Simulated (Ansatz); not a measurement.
SiO2 (rutile)

```yaml
crystal:
  lattice:
    - [4.23588, 0.00000, 0.00000]
    - [0.00000, 4.23588, 0.00000]
    - [0.00000, 0.00000, 2.68991]
  atoms:
    - { symbol: Si, position: [0.50000, 0.50000, 0.50000] }
    - { symbol: Si, position: [0.00000, 0.00000, 0.00000] }
    - { symbol: O, position: [0.80699, 0.80699, 0.50000] }
    - { symbol: O, position: [0.30699, 0.69301, 0.00000] }
    - { symbol: O, position: [0.69301, 0.30699, 0.00000] }
    - { symbol: O, position: [0.19301, 0.19301, 0.50000] }
```

Grid over V/V₀ and (c/a)/(c/a)₀, subscript 0 meaning the relaxed cell; the conventional c axis lies along z; no internal relaxation.

All values below come from PBE (plane waves to 420 eV, PAW, scalar-relativistic; Ansatz, an electronic-structure program). k mesh 8×8×12 (Γ-centred), Fermi-Dirac smearing 0.05 eV. Compression counts positive. As the atoms are clamped, bonds stretch with the cell, which overstates energies and stresses. SiO2 was relaxed with its symmetry unable to fall. The PAW data are Ansatz's earlier set.

At one point of the scan the stress tensor (GPa) is:

```
   -2.0      0.0      0.0
    0.0     -2.0      0.0
    0.0      0.0      7.2
```

Question: Which point is it?
A. V/V₀ = 0.960, (c/a)/(c/a)₀ = 0.960
B. V/V₀ = 0.920, (c/a)/(c/a)₀ = 1.020
C. V/V₀ = 1.080, (c/a)/(c/a)₀ = 0.960
D. V/V₀ = 1.000, (c/a)/(c/a)₀ = 0.980

Answer: D, V/V₀ = 1.000, (c/a)/(c/a)₀ = 0.980

(A scan under strain: stresses follow from slopes of the energy per volume, elastic moduli from its curvatures.)
